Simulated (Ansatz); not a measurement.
Theory: DFT PBE, scalar-relativistic, plane waves, PAW (Ansatz 0.2.0). Settings: cutoff 420 eV, Γ-centred meshes spaced at most about 0.3 Å⁻¹, and about 0.25 Å⁻¹ or finer for metals (2π included), Gaussian smearing. No spin polarisation in the final relaxations.

These are static total energies at zero pressure. All come from trial cells, and lower structures may exist.

**Question.** Which of these relaxed structures of Cu2H3 is the lowest in energy?
1.

```cif
data_structure
_symmetry_space_group_name_H-M 'C2'
_symmetry_Int_Tables_number 5
_cell_length_a 4.2485
_cell_length_b 4.1423
_cell_length_c 4.5341
_cell_angle_alpha 90.000
_cell_angle_beta 110.335
_cell_angle_gamma 90.000
_cell_volume 74.82
loop_
_atom_site_label
_atom_site_type_symbol
_atom_site_symmetry_multiplicity
_atom_site_Wyckoff_symbol
_atom_site_fract_x
_atom_site_fract_y
_atom_site_fract_z
_atom_site_occupancy
Cu1 Cu 4 c 0.67655 0.52945 0.78208 1
H1 H 4 c 0.68437 0.32922 0.40855 1
H2 H 2 a 0.00000 0.28145 0.00000 1
```

2.

```cif
data_structure
_symmetry_space_group_name_H-M 'P-6m2'
_symmetry_Int_Tables_number 187
_cell_length_a 2.6803
_cell_length_b 2.6803
_cell_length_c 7.0726
_cell_angle_alpha 90.000
_cell_angle_beta 90.000
_cell_angle_gamma 120.000
_cell_volume 44.00
loop_
_atom_site_label
_atom_site_type_symbol
_atom_site_symmetry_multiplicity
_atom_site_Wyckoff_symbol
_atom_site_fract_x
_atom_site_fract_y
_atom_site_fract_z
_atom_site_occupancy
Cu1 Cu 1 f 0.66667 0.33333 0.50000 1
Cu2 Cu 1 c 0.33333 0.66667 0.00000 1
H1 H 2 g 0.00000 0.00000 0.64152 1
H2 H 1 e 0.66667 0.33333 0.00000 1
```

3.

```cif
data_structure
_symmetry_space_group_name_H-M 'P6_3/mmc'
_symmetry_Int_Tables_number 194
_cell_length_a 2.8434
_cell_length_b 2.8434
_cell_length_c 10.6929
_cell_angle_alpha 90.000
_cell_angle_beta 90.000
_cell_angle_gamma 120.000
_cell_volume 74.87
loop_
_atom_site_label
_atom_site_type_symbol
_atom_site_symmetry_multiplicity
_atom_site_Wyckoff_symbol
_atom_site_fract_x
_atom_site_fract_y
_atom_site_fract_z
_atom_site_occupancy
Cu1 Cu 2 a 0.00000 0.00000 0.00000 1
Cu2 Cu 2 c 0.33333 0.66667 0.25000 1
H1 H 4 f 0.33333 0.66667 0.08232 1
H2 H 2 b 0.00000 0.00000 0.25000 1
```

4.

```cif
data_structure
_symmetry_space_group_name_H-M 'R32:H'
_symmetry_Int_Tables_number 155
_cell_length_a 4.4188
_cell_length_b 4.4188
_cell_length_c 6.7062
_cell_angle_alpha 90.000
_cell_angle_beta 90.000
_cell_angle_gamma 120.000
_cell_volume 113.40
loop_
_atom_site_label
_atom_site_type_symbol
_atom_site_symmetry_multiplicity
_atom_site_Wyckoff_symbol
_atom_site_fract_x
_atom_site_fract_y
_atom_site_fract_z
_atom_site_occupancy
Cu1 Cu 6 c 0.33333 0.66667 0.85780 1
H1 H 9 d 0.00000 0.31749 0.00000 1
```

**Answer.** 1. It has space group C2 (No. 5); the next, 3, with space group P6_3/mmc (No. 194), lies 26 meV/atom higher. Counting H atoms around Cu (those within 1.25 times the shortest such distance or 1.15 times the sum of covalent radii; a plus sign parts nearer from farther groups; a slash parts the counts of unlike sites), the lowest has Cu 5 and the next has Cu 3+2/6. Even the lowest lies +0.27 eV/atom against the elements.

With hydrogen, zero-point motion can shift such differences by 10 meV/atom or more. A magnetic state wasn't ruled out in cells without spin, among them C2, R32, P-6m2. Cells relaxed within their symmetry can be saddle points. The C2 cell of Cu2H3 came from shaking the R32 one. Some structure types and database cells were kept out of the candidates from the start, so a known form may be missing.
